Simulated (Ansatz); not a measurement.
**C (Fd-3m) as a strained film**

```
C
1.0
     1.76587    1.76587    0.00000
    -1.76587    1.76587    0.00000
     0.00000    1.76587    1.76587
C
2
Cartesian
  0.0000 1.7659 0.0000
  0.8829 2.6488 0.8829
```

This cell was relaxed by PAW under LDA. A film on a (001) substrate is mimicked by stretching x and y by ε∥; the length along z and the atoms then relax by PAW (default files of Ansatz 0.2.0, cutoff 420 eV, stress met within about 0.05 GPa). Stress and levels come from LDA, all-electron LAPW in Ansatz 0.2.0, scalar-relativistic; k mesh 12×12×12, fixed occupations, basis error target 0.5 meV/atom. Conduction levels are in eV over the valence top, at fixed fractional wave vectors («min» is a refined band extremum of the unstrained crystal off the named points).

```csv
ε∥ (%),ε⊥ (%),"σ∥ (GPa, tension positive)",min ⊥ z,min ∥ z,X ⊥ z,X ∥ z,2nd valence level at Γ,3rd
-2.0,0.546,-26.27,3.917,4.546,4.516,5.142,0.000,-0.416
-1.0,?,?,?,?,?,?,?,?
-0.5,0.137,-6.31,4.111,4.265,4.715,4.869,0.000,-0.099
0.0,0.000,-0.13,4.174,4.174,4.780,4.780,0.000,0.000
0.5,-0.138,5.83,4.140,3.987,4.746,4.595,-0.097,-0.097
1.0,-0.268,11.58,4.108,3.806,4.715,4.417,-0.189,-0.189
2.0,-0.530,22.45,4.049,3.453,4.657,4.070,-0.366,-0.366
```

The last two columns are counted from the highest valence level at Γ.

**Question.** How does the film contract along z, and how stiff is it in the plane?

**Answer.** Quadratic fits through the 6 rows shown have slopes dε⊥/dε∥ = -0.269 and dσ∥/dε∥ = 1217.7 GPa at zero strain. Elasticity asks −2C12/C11 = -0.269 and C11 + C12 − 2C12²/C11 = 1214.5 GPa, from PAW constants C11 = 1105.8, C12 = 148.6 GPa. At the level of the σ∥ column the films keep up to 0.04 GPa along z against the unstrained cell, and the constants are scalar-relativistic PAW values, so part of the difference is the change of level.

**Question.** Which shear deformation potential b does the valence splitting give?

**Answer.** Without spin-orbit coupling the single level moves against the pair by 3b(ε⊥ − ε∥): -0.0994 eV at ε⊥ − ε∥ = 0.00637 and 0.0965 eV at -0.00638, so b = -5.12 eV.

**Question.** And the uniaxial potential of the lowest valleys?

**Answer.** The valley along z moves against those in the plane by Ξu(ε⊥ − ε∥): from 0.1544 to -0.1528 eV between the two smallest strains, so Ξu = 24.11 eV.

**Question.** Fill the row at ε∥ = -1.0 %.

**Answer.** The fits give ε⊥ = 0.271 % and σ∥ = -12.75 GPa. Computed: ε⊥ (%) = 0.270, σ∥ (GPa, tension positive) = -12.73, min ⊥ z = 4.048, min ∥ z = 4.358, X ⊥ z = 4.650, X ∥ z = 4.958, 2nd valence level at Γ = 0.000, 3rd = -0.201. The levels have a kink at zero strain, where another valence state takes the top, so one parabola doesn't fit them.

**Question.** What is the slope of the gap under small compression and under small tension?

**Answer.** dE_g/dε∥ is 126 meV per % on the compressed side and -374 on the stretched side, so the gap falls either way. The lowest conduction level lies at min ⊥ z under the strongest compression and at min ∥ z under the strongest tension.

Caveats: the frozen-core PAW files of the relaxations were fitted under PBE, their cores solved anew for this functional; semilocal gaps are low, and the spacing of valleys can be off by tenths of an eV; levels are read at fixed fractional k, so an edge that moves off these points is missed.
